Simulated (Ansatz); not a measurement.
# How CoBi answers to pressure

```
Co Bi
1.0
     0.00000    2.70033    2.70033
     2.70033    0.00000    2.70033
     2.70033    2.70033    0.00000
Co Bi
1 1
Direct
  0.00000 0.00000 0.00000
  0.50000 0.50000 0.50000
```

Conventional cell: a = 5.401 Å, b = 5.401 Å, c = 5.401 Å, α = 90.00°, β = 90.00°, γ = 90.00°. Co (atom 1) is surrounded by 6 Bi at 2.70 Å. Bi (atom 2) is surrounded by 6 Co at 2.70 Å.

The structure comes from a relaxation in the same program, started in the rocksalt type, and has space group Fm-3m. Whether it is a known phase or the ground state wasn't checked.

Other magnetic orders may lie lower; this is the state that the run reached.

No spin–orbit coupling, which matters for the heavy atoms here.

The calculation used DFT, PBE, all-electron LAPW, scalar-relativistic (Ansatz 0.2.0).

Settings: a Γ-centred 13×13×13 k mesh, Fermi–Dirac smearing of 0.05 eV, basis error target 0.25 meV/atom, spin-polarised from start moments Co1 2 μB.

The cell is scaled evenly with fractional coordinates held.

```
V/V(cell)  P (GPa)  cell moment (μB)
   0.9750     2.34             0.499
   1.0000     0.03             0.557
   1.0250    -1.91             0.622
   1.0500    -3.47             0.710
```

Q: From the rows at 0.9750 and 1.0250, what is the bulk modulus at the cell's volume?

A: B = −ΔP/Δln V = −[(-1.91) − (2.34)]/0.05001 = 85.0 GPa.

In a magnetic metal the moment, and with it the modulus, depend on the k mesh by some per cent, and the slopes vary along the table.

Q: How does the moment scale with volume?

A: dln M/dln V = ln(0.622/0.499)/0.05001 = 4.4: expansion raises it.

Q: Predict the row at V/V(cell) = 0.9500. How far is a linear estimate of P off?

A: P = 5.03 GPa, moment 0.434 μB. The linear estimate P(cell) − B ln(V/V(cell)) = 4.39 GPa misses by 0.64 GPa, since the modulus grows under compression.
